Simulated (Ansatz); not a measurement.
ZnNi (L1₀ or tetragonal B2, P4/mmm), the program Ansatz at the PBE level (PAW), all energies at zero smearing, with the estimated change up to a 700 eV cutoff added, with one set of potentials and settings (totals compare only within such a set). Cell of 2 atoms (1 Zn, 1 Ni): -9159.261 eV.

| element | reference phase | E (eV/atom) |
|---|---|---|
| Zn | C2/m, 3 atoms in the cell | -3319.0295 |
| Ni | Fm-3m, 1 atoms in the cell, spin-polarised | -5839.7239 |

Formation energy per atom, worked out: (-9159.261 − 1×(-3319.0295) − 1×(-5839.7239))/2 = -0.254 eV/atom (-24 kJ per mol of atoms), at 0 K, without zero-point energy or fitted corrections.

The first step of the workflow began from a Materials Project structure, measured or hypothetical; the Crystallography Open Database files this formula in space group No. 123, but the cells were not matched. Its standing as an ambient phase is unchecked. Symmetry was held in the PBE relaxation; whether a distortion lowers the energy is not shown. The run is not spin-polarised. The references are the lowest solids computed at this level, not always the standard phases.

Potentials: the later of the program's two PAW sets.
